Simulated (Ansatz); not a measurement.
Relaxing an invented YZr2 structure

These are results of Ansatz, DFT PBE+D3(BJ), scalar-relativistic, plane waves, PAW, not measurements. Cutoff 420 eV, Gaussian smearing, Γ-centred meshes. Cell and atoms relax first on a coarse mesh and then on a finer one. In between, the cell is made exact in the group found at 0.06 Å. In metals the finer mesh still leaves noise of several meV/atom or more. The steps can't lower the symmetry of their start. No spin polarisation in the relaxation; trial moments died out in a coarse test.

A trial structure of YZr2 was built thus: sheets of the MB2-top type stacked, one a cell (R3m, No. 160) (elements of the layers in order: YZr2 (MB2-top type)). A sheet's type names the database crystal that the layer was cut from.

```cif
data_structure
_symmetry_space_group_name_H-M 'P 1'
_symmetry_Int_Tables_number 1
_cell_length_a 5.7175
_cell_length_b 5.7175
_cell_length_c 5.7175
_cell_angle_alpha 66.481
_cell_angle_beta 66.481
_cell_angle_gamma 66.481
_cell_volume 150.61
loop_
_atom_site_label
_atom_site_type_symbol
_atom_site_fract_x
_atom_site_fract_y
_atom_site_fract_z
_atom_site_occupancy
Y1 Y 0.08934 0.08934 0.08934 1
Zr1 Zr 0.66667 0.66667 0.66667 1
Zr2 Zr 0.33333 0.33333 0.33333 1
```

The zero of energy is the elements' standard structures at the same level; no fitted shifts are applied.

Q: Which structure results?

A: The symmetry goes from R3m (No. 160) to R-3m (No. 166). The volume per atom shrinks by 50.2 %, from 50.2 to 25.0 Å³. The shortest distance goes from 3.24 Å (Y–Zr) to 2.92 Å (Zr–Zr). The energy falls by about 1.7 eV/atom (the start's value is from the coarse mesh). Conventional cell: a = 5.362 Å, c = 9.032 Å. Y is surrounded by 8 Zr at 3.05–3.10 Å; Zr is surrounded by 4 Zr at 2.92–3.10 Å and 4 Y at 3.05–3.10 Å.

```
CELL_PARAMETERS angstrom
2.68096 1.54786 3.01051
-2.68096 1.54786 3.01051
0.00000 -3.09571 3.01051
ATOMIC_POSITIONS crystal
Y 0.00000 0.00000 0.00000
Zr 0.66176 0.66176 0.66176
Zr 0.33824 0.33824 0.33824
```

Q: How does it come out in energy, and is it a metal?

A:

| Property | Result |
| --- | --- |
| Energy over the elements | +0.51 eV/atom |
| Gap on the 12×12×12 mesh of the 3-atom cell | 0 eV (a metal) |

The separate elements lie lower, so it is unstable against them.

The last run used Gaussian smearing of 0.10 eV. A structure relaxed within its symmetry needn't be a true minimum.
